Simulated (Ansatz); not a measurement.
A relaxed cell of BaF₂ (Fm-3m (No. 225)), relaxed on a k-mesh at least as fine as the one used below. All values below come from PBEsol (plane waves to 420 eV, PAW, scalar-relativistic; Ansatz, a quantum-chemistry and plane-wave program). Γ-centred k-mesh 7×7×7 on the run's cell (coarser than for final values), Fermi–Dirac smearing 0.05 eV.

```xyz
3
Lattice="0.0000 3.0690 3.0690 3.0690 0.0000 3.0690 3.0690 3.0690 0.0000" Properties=species:S:1:pos:R:3 pbc="T T T"
Ba     0.0000     0.0000     0.0000
F      1.5345     1.5345     1.5345
F      4.6035     4.6035     4.6035
```

The atoms are displaced by (Å):

| atom | ux | uy | uz |
|---|---|---|---|
| Ba1 | -0.395 | 0.292 | -0.338 |
| F2 | -0.310 | -0.048 | 0.181 |
| F3 | -0.385 | 0.445 | -0.703 |

**Question.** What forces (eV/Å) and pressure result?

**Answer.** 
| atom | Fx | Fy | Fz |
|---|---|---|---|
| Ba1 | 1.54 | -1.20 | 0.90 |
| F2 | -2.25 | 1.96 | -3.49 |
| F3 | 0.70 | -0.76 | 2.60 |

Pressure +11.0 GPa.

**Question.** Estimate the energy cost of the displacement in the harmonic approximation and compare with the calculation.

**Answer.** For a harmonic well ΔE = −½ Σ F·u = 1.865 eV a cell, or 622 meV/atom. The calculated energy relative to the undisplaced cell is +496 meV/atom, so anharmonic terms matter at this amplitude.

No spin polarisation in the result.

The run that gave the undisplaced cell could not lose the symmetry of its start; a randomly shaken copy of 3 atoms returns to this structure.
